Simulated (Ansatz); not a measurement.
AlCuCl$_{4}$ in space group P-42c (No. 112; Al on 2d, Cu on 2e, Cl on 8n), DFT-r²SCAN in the program Ansatz with PAW potentials, all energies at zero smearing, with the estimated change up to a 700 eV cutoff added, with one set of potentials and settings (totals compare only within such a set). Cell of 12 atoms (2 Al, 2 Cu, 8 Cl): -23028.241 eV.

```json
[
 {"element": "Al", "reference phase": "Fm-3m, 1 atoms in the cell", "E (eV/atom)": "-540.4083"},
 {"element": "Cu", "reference phase": "Fm-3m, 1 atoms in the cell", "E (eV/atom)": "-6631.2396"},
 {"element": "Cl", "reference phase": "Cmce, 4 atoms in the cell", "E (eV/atom)": "-1083.6259"}
]
```

Formation energy per atom, worked out: (-23028.241 − 2×(-540.4083) − 2×(-6631.2396) − 8×(-1083.6259))/12 = -1.328 eV/atom (-128 kJ per mol of atoms), at 0 K, without zero-point energy or fitted corrections.

The first step of the workflow began from a Materials Project structure, measured or hypothetical; the Crystallography Open Database copy checked does not list it. COD files the formula under space group No. 33. Whether it is the stable phase at ambient conditions was not checked. Symmetry was held in the r²SCAN relaxation; its stability against distortions is not shown here. The run is not spin-polarised. The references are the lowest solids computed at this level, not always the standard phases (solids in place of the gases).

Potentials: the later of the program's two PAW sets.
